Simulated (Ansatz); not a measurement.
TiTeS:
```
TiTeS
1.0
    3.47866     0.00000     0.00000
   -1.73933     3.01260     0.00000
    0.00000     0.00000     6.07949
Ti Te S
1 1 1
Direct
  0.33333   0.66667   0.03419
  0.00000   0.00000   0.72559
  0.66667   0.33333   0.24022
```

Relaxed with LDA.

Which orbitals make up the states near the Fermi level in plane-wave PAW LDA (Ansatz code)?

Within 0.5 eV of the Fermi level: Ti 3d 73 %, Te 5p 12 %, S 3p 10 %. Projections are on Löwdin-orthogonalised atomic valence shells; empty p or d shells of many metals are not among them.

Tabulate the density of states.

States/eV per cell of 3 atoms, in 0.25 eV bins, energy from the Fermi level.

| E (eV) | total | Ti 3d | S 3p | Te 5p |
|---|---|---|---|---|
| -7.85 | 0.00 | 0.00 | 0.00 | 0.00 |
| -7.60 | 0.00 | 0.00 | 0.00 | 0.00 |
| -7.35 | 0.00 | 0.00 | 0.00 | 0.00 |
| -7.10 | 0.00 | 0.00 | 0.00 | 0.00 |
| -6.85 | 0.00 | 0.00 | 0.00 | 0.00 |
| -6.60 | 0.00 | 0.00 | 0.00 | 0.00 |
| -6.35 | 0.00 | 0.00 | 0.00 | 0.00 |
| -6.10 | 0.00 | 0.00 | 0.00 | 0.00 |
| -5.85 | 0.34 | 0.05 | 0.12 | 0.14 |
| -5.60 | 1.10 | 0.15 | 0.40 | 0.40 |
| -5.35 | 1.41 | 0.20 | 0.61 | 0.43 |
| -5.10 | 2.78 | 0.37 | 1.41 | 0.74 |
| -4.85 | 3.43 | 0.47 | 1.63 | 1.08 |
| -4.60 | 2.08 | 0.29 | 0.85 | 0.80 |
| -4.35 | 1.84 | 0.25 | 0.75 | 0.66 |
| -4.10 | 1.31 | 0.21 | 0.67 | 0.27 |
| -3.85 | 2.37 | 0.42 | 1.28 | 0.41 |
| -3.60 | 2.36 | 0.44 | 1.31 | 0.45 |
| -3.35 | 3.11 | 0.68 | 1.65 | 0.63 |
| -3.10 | 6.84 | 2.04 | 3.74 | 0.88 |
| -2.85 | 1.38 | 0.34 | 0.51 | 0.47 |
| -2.60 | 1.12 | 0.25 | 0.23 | 0.57 |
| -2.35 | 1.99 | 0.43 | 0.38 | 1.05 |
| -2.10 | 2.60 | 0.55 | 0.45 | 1.43 |
| -1.85 | 2.57 | 0.50 | 0.48 | 1.42 |
| -1.60 | 2.00 | 0.44 | 0.36 | 1.07 |
| -1.35 | 1.65 | 0.42 | 0.27 | 0.86 |
| -1.10 | 1.58 | 0.47 | 0.22 | 0.81 |
| -0.85 | 1.68 | 0.56 | 0.19 | 0.86 |
| -0.60 | 1.03 | 0.48 | 0.08 | 0.43 |
| -0.35 | 0.62 | 0.38 | 0.04 | 0.18 |
| -0.10 | 0.90 | 0.63 | 0.10 | 0.12 |
| 0.15 | 2.13 | 1.57 | 0.25 | 0.19 |
| 0.40 | 3.23 | 2.47 | 0.30 | 0.31 |
| 0.65 | 2.05 | 1.58 | 0.19 | 0.20 |
| 0.90 | 0.83 | 0.62 | 0.05 | 0.12 |
| 1.15 | 3.27 | 2.37 | 0.19 | 0.58 |
| 1.40 | 7.27 | 5.67 | 0.43 | 0.98 |
| 1.65 | 4.54 | 3.25 | 0.37 | 0.78 |
| 1.90 | 0.59 | 0.34 | 0.08 | 0.16 |
| 2.15 | 0.00 | 0.00 | 0.00 | 0.00 |
| 2.40 | 0.76 | 0.52 | 0.13 | 0.03 |
| 2.65 | 3.53 | 2.21 | 0.64 | 0.28 |
| 2.90 | 2.93 | 1.63 | 0.51 | 0.43 |
| 3.15 | 3.45 | 1.81 | 0.59 | 0.67 |
| 3.40 | 3.51 | 1.76 | 0.57 | 0.76 |
| 3.65 | 1.58 | 0.77 | 0.26 | 0.37 |
| 3.90 | 0.24 | 0.11 | 0.04 | 0.06 |
| 4.15 | 0.00 | 0.00 | 0.00 | 0.00 |
| 4.40 | 0.00 | 0.00 | 0.00 | 0.00 |
| 4.65 | 0.17 | 0.02 | 0.01 | 0.01 |

Space group P3m1. The workflow started from a Materials Project entry (that database holds measured and hypothetical structures alike); the Crystallography Open Database copy checked does not list it. Whether it is the stable phase at ambient conditions was not checked. The LDA relaxation kept the symmetry of its start; whether a distortion lowers the energy is not shown. No spin polarisation was allowed. A crystal of weakly bound layers computed without a dispersion correction: the cell and the soft elastic constants depend strongly on that. Spin–orbit coupling is left out wherever it is not named.

Potentials: the later of the program's two PAW sets.
